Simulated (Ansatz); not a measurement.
BeSe:
```xyz
2
Lattice="0.0000 2.5643 2.5643 2.5643 0.0000 2.5643 2.5643 2.5643 0.0000" Properties=species:S:1:pos:R:3 pbc="T T T"
Be     0.0000     0.0000     0.0000
Se     3.8464     3.8464     3.8464
```

Relaxed with PBEsol.

Q: Give the optical modes at the zone centre with their infrared activity from DFPT, the program Ansatz at the PBEsol level (PAW).

A: Transverse frequencies, without the LO–TO term; a row sums one degenerate level.

```tsv
ω (cm⁻¹)	degeneracy	IR ((D/Å)²/amu)	activity	symmetry
509	3	20.02	IR	T2
```

Q: How high does the top mode go among those that the LO–TO term moves?

A: 573 cm⁻¹ for q along x.

Space group F-43m (zinc blende). The PBEsol relaxation kept the symmetry of its start.

Potentials: the earlier of the program's two PAW sets. The files were generated under PBE; for other functionals the program regenerates the frozen cores, and for LDA and PBEsol the local potential too.
